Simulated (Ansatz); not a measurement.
The start is a relaxed GaCo cell, doubled along one cell vector, shaken by Gaussian noise of σ = 0.08 Å a coordinate. The cell and all atomic positions are relaxed at zero pressure with PBEsol (plane waves to 420 eV, PAW, scalar-relativistic; Ansatz, a program for electronic structure). First-step values are on the input's coarse k-mesh.

Ansatz input (later rounds restart from its end on a renewed k-mesh):
Ansatz 0.2 input:
```yaml
crystal:
  lattice:
    - [5.6799651724, 0, 0]
    - [0, 2.8399825862, 0]
    - [0, 0, 2.8399825862]
  atoms:
    - { symbol: Ga, position: [0.2671468906, 0.5064098109, 0.4632203403] }
    - { symbol: Ga, position: [0.7166937625, 0.5133577539, 0.5190380144] }
    - { symbol: Co, position: [-0.0086229426, 0.0019736669, 0.0114697124] }
    - { symbol: Co, position: [0.4851014438, -0.0418731922, -0.0287915131] }
basis: { ecutwfc: 420, ecutrho_ratio: 4, xc_grid: 2, fft_grid_basis: typed }
kpoints: { mp_grid: { grid: [6, 11, 11] } }
hamiltonian:
  xc: pbesol
  dispersion: none
  pseudopotentials: { kind: paw }
scf: { occupations: { method: fermi_dirac, width: 0.05 } }
relax: { f_tol: 0.01, max_steps: 100, cell: { stress_tol: 0.02 } }
output: { forces: true, stress: true }
```

Q: What pressure does the first self-consistent step give?

A: +5.6 GPa (positive: the cell is compressed).

Q: What is the largest force in the starting geometry, and on which atom (counted from 1)?

A: 2.80 eV/Å, on Ga1 (atoms numbered as listed).

Q: By how much does the energy per atom fall from start to end?

A: 0.13 eV/atom.

Q: Does it find its way back to the structure it was made from?

A: The parent structure is recovered, Pm-3m (No. 221).

Q: How do the shortest distances between atoms change?

A: The closest pairs of elements (up to four, under 3.6 Å), start → end: Co–Ga 2.23 → 2.46 Å; Ga–Ga 2.56 → 2.84 Å; Co–Co 2.81 → 2.84 Å.

Q: Is the relaxed structure metallic? Give its gap.

A: No gap (metallic).

Final values are on a 16×16×16 k-mesh of the relaxed cell. No spin polarisation in the result. A magnetic state may lie lower.
